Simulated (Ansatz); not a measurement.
Input:

In₅Bi₃:
Space group I4/mcm (No. 140); a = 8.4105 Å, b = 8.4105 Å, c = 13.0740 Å, α = 90.00°, β = 90.00°, γ = 90.00°

```
atom  site  symmetry       x       y       z
----  ----  --------  ------  ------  ------
In      4c     4/m..  0.0000  0.0000  0.0000
In     16l       ..m  0.1445  0.3555  0.1651
Bi      4a       422  0.0000  0.0000  0.2500
Bi      8h      m.2m  0.3449  0.1551  0.0000
```
(The calculation used a cell of 16 atoms; values per cell refer to that cell.)

This is the r²SCAN-relaxed structure.

Question: All from r²SCAN (plane waves, PAW; program Ansatz), unless another level is named. Predict the density of states at the Fermi level.

Answer: 0.53 states/eV per atom (mean over ±0.08 eV).

Question: And the formation energy from the elements (no fitted shifts)?

Answer: 0.037 eV/atom.

Question: And the gap with spin–orbit coupling?

Answer: none (metallic).

The workflow started from a Materials Project entry (that database holds measured and hypothetical structures alike); the Crystallography Open Database files this formula in space group No. 140, but the cells were not matched. Its standing as an ambient phase is unchecked. The r²SCAN relaxation kept the symmetry of its start; whether a distortion lowers the energy is not shown. Axis ratios of metals converge slowly with the k-mesh, so a and c are less sure than the volume. The references are the lowest solids computed at this level, not always the standard phases. Scalar-relativistic: spin–orbit coupling is off unless named, which matters more the heavier the elements.

Potentials: the later of the program's two PAW sets.
